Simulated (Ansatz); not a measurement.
RbH (rock salt, Fm-3m), DFT-LDA in the program Ansatz with PAW potentials. The conduction-band minimum lies at L, with 4 equivalent valleys. Second derivatives d²E/dk² of the lowest band at one valley (eV·Å²), along Cartesian directions:

| direction | d²E/dk² |
|---|---|
| [100] | 17.73 |
| [010] | 17.73 |
| [001] | 17.73 |
| [110] | 22.18 |
| [101] | 13.29 |
| [011] | 13.29 |

**Question.** Find the principal effective masses, the density-of-states mass and the conductivity mass.

**Answer.** Off-diagonal terms follow from H_xy = H[110] − (H_xx + H_yy)/2, and m*/mₑ = 7.620 eV·Å² over each eigenvalue: 0.29, 0.57, 0.57. One valley's DOS mass (m₁m₂m₃)^(1/3) = 0.45, conductivity mass 3/(Σ 1/mᵢ) = 0.43 mₑ.

**Question.** What effective density of states Nc follows at 300 K for parabolic valleys?

**Answer.** Nc = 2.509e19 × 4 × (0.45)^(3/2) ≈ 3.0e19 cm⁻³.

**Question.** With the computed static dielectric constant 7.80 (mean of the diagonal), estimate a hydrogenic donor's binding energy and radius.

**Answer.** E = 13.606 eV × 0.43/7.80² ≈ 96 meV; a = 0.529 Å × ε/m* ≈ 9.6 Å. Semilocal masses tend to be too small where the gap is.

**Question.** With ε∞ = 3.14 and ω_LO = 760 cm⁻¹, what Fröhlich coupling constant follows?

**Answer.** α = (1/ε∞ − 1/ε0) √(m* × 13.606 eV/ħω_LO) = 1.5.

The first step of the workflow began from a Materials Project structure, measured or hypothetical; the Crystallography Open Database files this formula in space group No. 225, but the cells were not matched. Its standing as an ambient phase is unchecked. The cell was relaxed with LDA under the symmetry of its start; phonons on a q-mesh show no instability. Scalar-relativistic: spin–orbit coupling is off unless named, which matters more the heavier the elements.

Potentials: the later of the program's two PAW sets.
